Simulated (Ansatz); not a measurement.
## Property card for GeBCN

GeBCN:
```xyz
4
Lattice="2.9522 0.0000 0.0000 -1.4761 2.5567 0.0000 0.0000 0.0000 4.7737" Properties=species:S:1:pos:R:3 pbc="T T T"
B      0.0000     1.7045     2.3282
Ge     1.4761     0.8522     0.0165
C      0.0000     1.7045     0.7421
N      1.4761     0.8522     2.8802
```

Space group P3m1 (No. 156); conventional cell a = 2.9522 Å, b = 2.9522 Å, c = 4.7737 Å, α = 90.00°, β = 90.00°, γ = 120.00°.

Method: the program Ansatz at the r²SCAN+D4 level (PAW). The cell and atoms are relaxed at this level. Other levels are named where they apply.

### Cell and energy

| Property | Result |
|---|---|
| Volume per atom | 9.01 Å³ |
| Density | 5.04 g/cm³ |
| Formation energy from the elements (no fitted shifts) | 0.080 eV/atom |

### Electronic structure

| Quantity | Value |
|---|---|
| Band gap | 2.52 eV (indirect) |
| Valence-band maximum | at Γ |
| Conduction-band minimum | at L (3 equivalent valleys) |
| Smallest direct gap on the standard path | 2.74 eV |
| Electron effective mass | 0.34, 0.53, 13 mₑ (principal values) |
| Hole effective mass, band 1 of 2 at the edge | 1.1 along x, 1.6 along z (mₑ) |
| Hole effective mass, band 2 of 2 at the edge | 0.24 along x, 1.6 along z (mₑ) |
| HSE06 gap on the r²SCAN+D4 cell | 3.20 eV |
| Gap with spin–orbit coupling | 2.51 eV |

The start of the workflow was typed in or built on a structure type; neither database checked (COD, Materials Project) lists it. Whether it is the stable phase at ambient conditions was not checked. The r²SCAN+D4 relaxation kept the symmetry of its start; whether a distortion lowers the energy is not shown. The volume moved by -16 % from the start of the relaxation. The references are the lowest solids computed at this level, not always the standard phases (solids in place of the gases). Scalar-relativistic: spin–orbit coupling is off unless named, which matters more the heavier the elements.

Potentials: the earlier of the program's two PAW sets. The files were generated under PBE; for other functionals the program regenerates the frozen cores, and for LDA and PBEsol the local potential too.
